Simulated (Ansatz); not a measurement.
Data:

BeS:
```
BeS
1.0
    3.39886     0.00000     0.00000
   -1.69943     2.94350     0.00000
    0.00000     0.00000     7.67234
Be S
3 3
Direct
  0.50000   0.00000   0.00000
  0.00000   0.50000   0.33333
  0.50000   0.50000   0.66667
  0.50000   0.00000   0.50000
  0.00000   0.50000   0.83333
  0.50000   0.50000   0.16667
```

This is the LDA-relaxed structure. Tensor components refer to the Cartesian frame of this cell.

Q: All from LDA (plane waves, PAW; program Ansatz), unless another level is named. Give the highest zone-centre frequency (without LO–TO term).

A: 79.4 meV.

Q: And the zero-point energy?

A: 69.7 meV/atom.

Q: Next, the piezoelectric stress constants (proper, relaxed ions, C/m²)?

A: e14 = 0.03, e25 = -0.03.

Space group P6_422. The start of the workflow was typed in or built on a structure type; neither database checked (COD, Materials Project) lists it. COD files the formula under space group No. 216. Whether it is the stable phase at ambient conditions was not checked. The LDA relaxation kept the symmetry of its start; whether a distortion lowers the energy is not shown. Signs of piezoelectric constants follow the polarity of the cell as given.

Potentials: the earlier of the program's two PAW sets. The files were generated under PBE; for other functionals the program regenerates the frozen cores, and for LDA and PBEsol the local potential too.
